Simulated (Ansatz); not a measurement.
Relaxed candidate structures of TaAs:

**A**
```
TaAs
1.0
    5.61975     3.24457     1.15602
   -5.61975     3.24457     1.15602
    0.00000    -6.48913     1.15602
Ta As
3 3
Direct
  0.97945   0.97945   0.73190
  0.97945   0.73190   0.97945
  0.73190   0.97945   0.97945
  0.28271   0.28271   0.63058
  0.28271   0.63058   0.28271
  0.63058   0.28271   0.28271
```

**B**
```
CELL_PARAMETERS angstrom
      0.00000     3.26677     3.26677
      3.26677     0.00000     3.26677
      3.26677     3.26677     0.00000
ATOMIC_POSITIONS crystal
  As 0.75000 0.75000 0.75000
  As 0.50000 0.50000 0.50000
  Ta 0.25000 0.25000 0.25000
  Ta 0.00000 0.00000 0.00000
```

**C**
```
CELL_PARAMETERS angstrom
     -1.83159     1.83159     5.26521
      1.83159    -1.83159     5.26521
      1.83159     1.83159    -5.26521
ATOMIC_POSITIONS crystal
  As 0.50000 0.50000 0.00000
  As 0.25000 0.75000 0.50000
  Ta 0.75000 0.25000 0.50000
  Ta 0.00000 0.00000 0.00000
```

**D**
```
CELL_PARAMETERS angstrom
      3.41435     0.00000     0.00000
     -1.70717     2.95691     0.00000
      0.00000     0.00000     3.48360
ATOMIC_POSITIONS crystal
  Ta 0.00000 0.00000 0.50000
  As 0.66667 0.33333 0.00000
```

**E**
```cif
data_AsTa
_chemical_formula_sum 'As1 Ta1'
_space_group_name_H-M_alt 'P 1'
_space_group_IT_number 1
_cell_length_a 3.21452
_cell_length_b 3.21452
_cell_length_c 3.21452
_cell_angle_alpha 90.000
_cell_angle_beta 90.000
_cell_angle_gamma 90.000
loop_
_space_group_symop_operation_xyz
  'x, y, z'
loop_
_atom_site_label
_atom_site_type_symbol
_atom_site_fract_x
_atom_site_fract_y
_atom_site_fract_z
_atom_site_occupancy
As1 As 0.00000 0.00000 0.00000 1
Ta1 Ta 0.50000 0.50000 0.50000 1
```

**F**
```
TaAs
1.0
    2.96735     0.00000     0.00000
   -1.48367     2.56980     0.00000
    0.00000     0.00000     5.17588
As Ta
1 1
Direct
  0.00000   0.00000   0.50000
  0.00000   0.00000   0.00000
```

Question: Put the candidates in order of energy per atom, lowest first, for PBE (plane waves to 420 eV, PAW, scalar-relativistic; Ansatz, a first-principles code).

Answer: D (reference, the lowest of the structures calculated here), E (+0.28 eV/atom), A (+0.45 eV/atom), C (+0.58 eV/atom), B (+0.77 eV/atom), F (+1.11 eV/atom)

Probably no minimum, since a slightly shaken restart fell lower: R3m, hR6, AFLOW prototype AB_hR6_160_b_b (B13, as in NiS) (by 0.45 eV/atom, to P-6m2). 1 run with a doubtful electronic state, a coarser numerical grid, an end not at rest or a source that can't be used is left out. Each run could gain symmetry but not lose that of its start, so entries can be saddle points. Known forms of TaAs include space group No. 109. That form is not among the structures calculated here. All of these are generated cells (placed on structure types, drawn at random, substituted or restacked) that were not matched to a known phase here. Static energies at zero pressure. No spin polarisation in the result.
